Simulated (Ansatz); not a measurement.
Ag$_{3}$Au (Cu3Au type, Pm-3m) under volume change, DFT-PBEsol in the program Ansatz with PAW potentials, scaled uniformly.

```json
[
 {"V (Å³/atom)": "15.204", "E − E(relaxed) (meV/atom)": "68.4", "P (GPa)": "16.20"},
 {"V (Å³/atom)": "15.706", "E − E(relaxed) (meV/atom)": "28.3", "P (GPa)": "9.69"},
 {"V (Å³/atom)": "16.207", "E − E(relaxed) (meV/atom)": "6.6", "P (GPa)": "4.36"},
 {"V (Å³/atom)": "16.708", "E − E(relaxed) (meV/atom)": "0.0", "P (GPa)": "0.00"},
 {"V (Å³/atom)": "17.209", "E − E(relaxed) (meV/atom)": "5.8", "P (GPa)": "-3.57"},
 {"V (Å³/atom)": "17.711", "E − E(relaxed) (meV/atom)": "21.7", "P (GPa)": "-6.49"},
 {"V (Å³/atom)": "18.212", "E − E(relaxed) (meV/atom)": "45.8", "P (GPa)": "-8.87"}
]
```

Task: What does a third-order Birch–Murnaghan fit give for V₀, B₀ and B′?

Result: V₀ = 16.71 Å³/atom, B₀ = 131 GPa, B′ = 5.7.

The workflow started from a Materials Project entry (that database holds measured and hypothetical structures alike); the Crystallography Open Database copy checked does not list it. Its standing as an ambient phase is unchecked. Symmetry was held in the PBEsol relaxation; whether a distortion lowers the energy is not shown. No spin polarisation was allowed. Spin–orbit coupling is left out wherever it is not named.

Potentials: the later of the program's two PAW sets.
